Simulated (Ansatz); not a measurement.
Input:

Mg₂Si (antifluorite type, space group Fm-3m)

```cif
data_Mg2Si
_chemical_formula_sum 'Si1 Mg2'
_space_group_name_H-M_alt 'P 1'
_space_group_IT_number 1
_cell_length_a 4.50062
_cell_length_b 4.50062
_cell_length_c 4.50062
_cell_angle_alpha 60.000
_cell_angle_beta 60.000
_cell_angle_gamma 60.000
loop_
_space_group_symop_operation_xyz
  'x, y, z'
loop_
_atom_site_label
_atom_site_type_symbol
_atom_site_fract_x
_atom_site_fract_y
_atom_site_fract_z
_atom_site_occupancy
Si1 Si 0.00000 0.00000 0.00000 1
Mg1 Mg 0.25000 0.25000 0.25000 1
Mg2 Mg 0.75000 0.75000 0.75000 1
```

Equation-of-state scan: isotropic scaling of the cell above, V₀ being its volume. Symmetry pins the atoms to their sites.

Computed with PBE (plane waves to 420 eV, PAW, scalar-relativistic; Ansatz, an electronic-structure program). k mesh 9×9×9 (Γ-centred), Fermi-Dirac smearing 0.05 eV. The energy includes the smearing's −TS. Stress and pressure are positive under compression. Mg2Si was relaxed with its symmetry unable to fall. ΔE is measured from the relaxed starting cell.

The scan covers V/V₀ from 0.900 to 1.100 in 11 points.

### Question
What is ΔE at V/V₀ = 0.900?

### Answer
43.1 meV/atom.

### Question
What pressure does the cell carry at V/V₀ = 0.900?

### Answer
7.03 GPa.

(Under strain, the slope of the energy per volume gives the stress and its curvature an elastic modulus.)
